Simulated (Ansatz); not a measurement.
Each is relaxed and computed with r²SCAN (plane waves, PAW; program Ansatz). Which is the only one with a gap?
A. InCl3, P6_3/mmc (In on 2d, Cl on 6h)
B. V2InC, P6_3/mmc (V on 4f, In on 2d, C on 2a)
C. EuPAu, P6_3/mmc (Eu on 2a, P on 2c, Au on 2d)
D. Sc2InC, P6_3/mmc (Sc on 4f, In on 2d, C on 2a)

A, InCl3, P6_3/mmc (In on 2d, Cl on 6h). InCl3: gap 3.56 eV (indirect); Sc2InC: metal; V2InC: metal; EuPAu: metal. The 4f shell is in the valence, and the state reached may lie above the lowest one. Spin orders computed, not proven ground states: EuPAu, P6_3/mmc (Eu on 2a, P on 2c, Au on 2d) ferromagnetic. Standing as an ambient phase not checked: InCl3, P6_3/mmc (In on 2d, Cl on 6h); Sc2InC, P6_3/mmc (Sc on 4f, In on 2d, C on 2a); V2InC, P6_3/mmc (V on 4f, In on 2d, C on 2a); EuPAu, P6_3/mmc (Eu on 2a, P on 2c, Au on 2d). Weakly bound layers, chains or molecules computed without a dispersion correction, so cells and soft constants are ill determined: InCl3, P6_3/mmc (In on 2d, Cl on 6h). All cells were relaxed under the symmetry of their starts (and spin orders); stability against distortions was not tested throughout. Rows with no word on spin ran without spin polarisation. No Hubbard U is applied. Spin–orbit coupling is left out wherever it is not named.

Potentials: the later of the program's two PAW sets.
